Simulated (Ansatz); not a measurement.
**Is this Nb3C5 structure a true minimum?**

The structure comes from a generated guess, relaxed at this level; another structure or a mixture of phases may lie lower.

Method: DFT PBE, scalar-relativistic, plane waves, PAW in Ansatz 0.2.0. Plane waves to 420 eV, a k mesh through Γ of 10×10×4 on the computed 8-atom cell and Gaussian smearing (0.10 eV); no spin polarisation.

The cell below (8 atoms, space group P4/mmm (No. 123)) is relaxed within its symmetry.

```cif
data_structure
_symmetry_space_group_name_H-M 'P 1'
_symmetry_Int_Tables_number 1
_cell_length_a 3.0707
_cell_length_b 3.0707
_cell_length_c 9.6740
_cell_angle_alpha 90.000
_cell_angle_beta 90.000
_cell_angle_gamma 90.000
_cell_volume 91.22
loop_
_atom_site_label
_atom_site_type_symbol
_atom_site_fract_x
_atom_site_fract_y
_atom_site_fract_z
_atom_site_occupancy
Nb1 Nb 0.50000 0.50000 0.22038 1
Nb2 Nb 0.50000 0.50000 0.77962 1
Nb3 Nb 0.00000 0.00000 0.50000 1
C1 C 0.00000 0.00000 0.13898 1
C2 C 0.50000 0.50000 0.57330 1
C3 C 0.50000 0.50000 0.42670 1
C4 C 0.00000 0.00000 0.86102 1
C5 C 0.00000 0.00000 0.00000 1
```

For the test it was strained at random (σ = 1.5 % a component), the atoms were moved at random (σ = 0.10 Å), and all was relaxed again on a coarse 8×8×2 mesh (in the run’s order of axes) with 0.20 eV smearing, with no symmetry imposed.

Problem. Is the structure stable against such a distortion?

Solution. It doesn't return. The energy falls by 134 meV/atom on that mesh, the volume changes by -5.5 %, and the end has space group Pmmm (No. 47) at a loose tolerance. Relaxed again on a 10×10×4 mesh with 0.10 eV smearing, the new structure lies 139 meV/atom below the first (mesh in the axes of the run's cell; the cell below is made exact in the group named). Space group Pmmm (No. 47), orthorhombic, a = 3.021 Å, b = 3.116 Å, c = 9.141 Å. Nb on a site of symmetry mm2 is surrounded by 6 C at 2.28–2.29 Å, 4 Nb at 2.93–3.02 Å and 4 C at 3.01 Å; Nb on a site of symmetry mmm is surrounded by 8 C at 2.30 Å and 6 Nb at 2.93–3.02 Å; C on a site of symmetry mm2 is surrounded by 1 C at 1.34 Å and 4 Nb at 2.29 Å; around C on a second site of symmetry mm2 lie 1 C at 1.55 Å and 6 Nb at 2.28–2.30 Å; 1 more site not described.

```cif
data_structure
_symmetry_space_group_name_H-M 'Pmmm'
_symmetry_Int_Tables_number 47
_cell_length_a 3.0210
_cell_length_b 3.1161
_cell_length_c 9.1411
_cell_angle_alpha 90.000
_cell_angle_beta 90.000
_cell_angle_gamma 90.000
_cell_volume 86.05
loop_
_atom_site_label
_atom_site_type_symbol
_atom_site_symmetry_multiplicity
_atom_site_Wyckoff_symbol
_atom_site_fract_x
_atom_site_fract_y
_atom_site_fract_z
_atom_site_occupancy
Nb1 Nb 2 r 0.00000 0.50000 0.72853 1
Nb2 Nb 1 a 0.00000 0.00000 0.00000 1
C1 C 2 s 0.50000 0.00000 0.64701 1
C2 C 2 t 0.50000 0.50000 0.08466 1
C3 C 1 d 0.50000 0.00000 0.50000 1
```
